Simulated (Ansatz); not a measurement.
**Ir at 5 GPa (stress–strain coefficients): relaxed-ion elastic tensor**

Method: DFT PBEsol, scalar-relativistic, plane waves, PAW (Ansatz). Settings: 420 eV plane-wave cutoff, Γ-centred 20×20×20 mesh, Fermi-Dirac smearing of 0.15 eV. No spin polarisation.

The cell, relaxed at 5 GPa:
```
Ir
1.0
     0.00000    1.90804    1.90804
     1.90804    0.00000    1.90804
     1.90804    1.90804    0.00000
Ir
1
Direct
  0.00000 0.00000 0.00000
```

In a metal, frequencies and elastic constants depend on the k mesh and the smearing, soft modes and shear constants most. Spin–orbit coupling is left out, which can shift energies with elements as heavy as these.

Question: Give the relaxed-ion elastic constants (GPa, Voigt order xx yy zz yz xz xy, on the axes of the cell above).

Answer:
```
673.8 275.4 275.4   0.0   0.0   0.0
275.4 673.8 275.4   0.0   0.0   0.0
275.4 275.4 673.8   0.0   0.0   0.0
  0.0   0.0   0.0 296.7   0.0   0.0
  0.0   0.0   0.0   0.0 296.7   0.0
  0.0   0.0   0.0   0.0   0.0 296.7
```

Question: Is the crystal stable against homogeneous strain?

Answer: Yes: the least eigenvalue of the tensor is 296.7 GPa.

Question: And the moduli of a polycrystal (Hill averages)?

Answer: B = 408 GPa, G = 253 GPa, E = 629 GPa, ν = 0.24.

Cost: 1 run of about 0.63 core-minutes, on Intel Xeon 6975P-C (Granite Rapids) (shared hosts).